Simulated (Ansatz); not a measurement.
Relaxed-ion elastic tensor of Sb (A7 (α-As type), space group No. 166) in GPa (Voigt order), the program Ansatz at the r²SCAN level (PAW); density 6.40 g/cm³, 31.60 Å³ per atom.

```
 89.0   27.1   19.6  -17.6    0.0    0.0
 27.1   89.0   19.6   17.6    0.0    0.0
 19.6   19.6   29.1    0.0    0.0    0.0
-17.6   17.6    0.0   28.2    0.0    0.0
  0.0    0.0    0.0    0.0   28.2  -17.6
  0.0    0.0    0.0    0.0  -17.6   30.9
```

**Question.** Is the crystal mechanically stable?

**Answer.** Yes: the smallest eigenvalue of C is 11.9 GPa.

**Question.** Work out the Voigt, Reuss and Hill averages.

**Answer.** K_V = 37.7, K_R = 27.2, K_H = 32.5; G_V = 26.9, G_R = 16.8, G_H = 21.9 GPa.

**Question.** Give Young's modulus, Poisson's ratio, Pugh's ratio and the universal anisotropy index.

**Answer.** E = 9KG/(3K + G) = 53.5 GPa; ν = 0.23; K/G = 1.49 (brittle by the Pugh limit of 1.75); A_U = 5G_V/G_R + K_V/K_R − 6 = 3.36.

**Question.** Estimate the sound speeds and the Debye temperature.

**Answer.** v_l = √((K + 4G/3)/ρ) = 3100 m/s, v_t = √(G/ρ) = 1850 m/s, mean 2050 m/s; Θ = (h/k)(3n/4πV)^(1/3) v_m = 193 K.

**Question.** How much does each axis shrink under pressure?

**Answer.** Linear compressibilities β_i = Σ_j S_ij (j = 1 to 3): x 3.6, y 3.6, z 29 per TPa.

Space group R-3m (A7 (α-As type)). The cell was relaxed with r²SCAN under the symmetry of its start; of distortions, only those at the zone centre were tested. As this level gives no gap, shear constants depend on the k-mesh and smearing (Fermi–Dirac, 0.1 eV here). Scalar-relativistic: spin–orbit coupling is off unless named, which matters more the heavier the elements.

Potentials: the earlier of the program's two PAW sets.
